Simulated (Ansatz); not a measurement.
AlRu:
```yaml
crystal:
  lattice:
    - [0.00000, 2.46892, 2.46892]
    - [2.46892, 0.00000, 2.46892]
    - [2.46892, 2.46892, 0.00000]
  atoms:
    - { symbol: Ru, position: [0.00000, 0.00000, 0.00000] }
    - { symbol: Al, position: [0.50000, 0.50000, 0.50000] }
```

Relaxed with r²SCAN.

Q: Map the valence electron density (e/Å³), cut off at 4 on the plane through (0.000, 0.000, 0.000) spanned by u = [1, 0, 0] and v = [0, 1, -1] in lattice vectors, from r²SCAN (plane waves, PAW; program Ansatz).

A: x is the fraction of u, y of v (the angle between them is 90°; rows are the nearest grid lines); atoms in the plane: Ru at (0.00, 0.00), Al at (0.50, 0.50).
```
|999941000000149999|
|999931000000139999|
|999621000000126999|
|996310000000013699|
|432110000000011234|
|111000000000000111|
|000000000000000000|
|000000000000000000|
|000000000000000000|
|000000000000000000|
|000000000000000000|
|000000000000000000|
|111000000000000111|
|432110000000011234|
|996310000000013699|
|999621000000126999|
|999931000000139999|
|999941000000149999|
```
Scale: ten equal steps from 0.066 (start of '0') to 4.00 (end of '9'), in the order '0123456789'; x runs from 0.000 to 1.00, y from 0.000 (bottom) to 1.00 (top).

The density is the valence pseudo-density with augmentation charge, so density and ELF within about 1 Å of a nucleus are not all-electron values.

Space group Fm-3m (rock salt). The start of the workflow was typed in or built on a structure type; neither database checked (COD, Materials Project) lists it. COD files the formula under space group No. 221, so this cell is another polymorph or a model. Its standing as an ambient phase is unchecked. The cell was relaxed with r²SCAN under the symmetry of its start. At this level the phase is mechanically unstable. The run is not spin-polarised. Its formation energy is positive at this level, so the cell may be metastable or incomplete.

Potentials: the later of the program's two PAW sets.
